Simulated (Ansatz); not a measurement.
Zn3InGaO6:
```xyz
11
Lattice="1.6440 0.9492 13.7978 -1.6440 0.9492 13.7978 0.0000 -1.8983 13.7978" Properties=species:S:1:pos:R:3 pbc="T T T"
Zn     0.0000     0.0000    10.8082
Zn     0.0000     0.0000    30.6882
Zn     0.0000     0.0000    35.8327
In     0.0000     0.0000     0.0513
Ga     0.0000     0.0000     5.6661
O      0.0000     0.0000    37.8034
O      0.0000     0.0000     3.7043
O      0.0000     0.0000     7.6377
O      0.0000     0.0000    33.2705
O      0.0000     0.0000    28.7354
O      0.0000     0.0000    12.7701
```

Relaxed with r²SCAN.

Map the electron localisation function on the plane through (0.261, 0.261, 0.261) spanned by u = [1, 0, 0] and v = [-1, 1, 1] in lattice vectors, from r²SCAN in the plane-wave PAW code Ansatz.

x is the fraction of u, y of v (the angle between them is 23°; rows are the nearest grid lines); atoms in the plane: Zn at (0.00, 0.00), Zn at (0.96, 0.48), Zn at (0.21, 0.60), In at (0.48, 0.74), Ga at (0.75, 0.88), O at (0.30, 0.65), O at (0.66, 0.83), O at (0.85, 0.92), O at (0.09, 0.54), O at (0.87, 0.43).
```
|  .-@##@#:       .=*+:.:::.-%@%@%-  ..  |
|.   .-@@@%-..      =@@%=..  .=@#=%%=  ..|
|..   .:%@@*....    .@@@@+:   .=@*:%%=  .|
|  .......+#=.::::.  :#@##@*. * .=@%#@%: |
|=. .--::.  .:.:. .:.  -%@-+@*:   .-%@@@=|
|*:...=%@@#-    ::   .   -%@#%@=......+#*|
|+:....+@@@@+.   :.  :.   :#@@@%-...:..-+|
|. ..  ..#@#%@#.   :.  :.   .=%@%+..-++=.|
|@%- .    .%@-*@#.   :  :..:. ..::-. =%@@|
|@#%@+ .    .%@*%@*.  .:::.:*#=...... .%@|
|@@=%@+ .    .#@%@%=   ..::.+%%*..  .. :@|
| -@@-%@+ ..  ..+%@%*      ..*@@@%.    . |
| . -@@%@@- ...::.-+*:.       -%@+%@:    |
|   . .#@@%*.  .... .:.         +@#:%@.  |
|.  .. .+%%#=    ...  .         .+@%=%%..|
|#.....   :=+-.                    =%@@@#|
|@%=.....    ..                      :*%@|
|:+*=: ..                         .-=-. :|
| .--:.                        .. .-+*+: |
|%+.                    ..      ....:*%@%|
|@@@#:                  .-==:    .....:@@|
|-@#=@%-         ..  .....=#%#+.  ..   .-|
|.-@*-%%-        .::. .....+%@@*:  ..   .|
|  .-@##@#:       .=*+:.:::.-%@%@%-  ..  |
```
Scale: ten equal steps from 0.000 (start of ' ') to 0.851 (end of '@'), in the order ' .:-=+*#%@'; x runs from 0.000 to 1.00, y from 0.000 (bottom) to 1.00 (top).

The density is the valence pseudo-density with augmentation charge, so density and ELF within about 1 Å of a nucleus are not all-electron values.

Space group R3m. The first step of the workflow began from a Materials Project structure, measured or hypothetical; the Crystallography Open Database copy checked does not list it. Whether it is the stable phase at ambient conditions was not checked. The r²SCAN relaxation kept the symmetry of its start; whether a distortion lowers the energy is not shown.

Potentials: the later of the program's two PAW sets.
